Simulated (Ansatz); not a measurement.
Relaxed Yb (fcc, Cu type):

```xyz
4
Lattice="5.2015 0.0000 0.0000 0.0000 5.2015 0.0000 0.0000 0.0000 5.2015" Properties=species:S:1:pos:R:3 pbc="T T T"
Yb     0.0000     0.0000     0.0000
Yb     2.6008     2.6008     0.0000
Yb     2.6008     0.0000     2.6008
Yb     0.0000     2.6008     2.6008
```

All values below come from r2SCAN (plane waves to 500 eV, PAW, scalar-relativistic; Ansatz, a first-principles code). k mesh 7×7×7 (Γ-centred), Fermi-Dirac smearing 0.05 eV. With partly filled bands, energies and forces of such displacements shift with the k mesh and the smearing. The relaxed volume of Yb is well below the measured one. Yb is run without spin polarisation. Yb was relaxed with its symmetry unable to fall. The f-shell state is unchecked: a lower one may exist.

One atom of the cell was then moved (with its periodic images), all else fixed, and the forces (eV/Å) came out as:

| atom | Fx | Fy | Fz |
|---|---|---|---|
| Yb1 | -0.494 | -0.494 | 0.000 |
| Yb2 | 0.241 | 0.241 | 0.000 |
| Yb3 | 0.230 | 0.022 | 0.000 |
| Yb4 | 0.022 | 0.230 | 0.000 |

Task: Which atom was moved, and by which vector (Å)?

Result: Yb1, by (0.16, 0.16, 0.00), 0.22 Å in all.

(For displaced atoms, the force is minus the slope of the energy, and its curvature is a force constant, which sets phonon frequencies.)
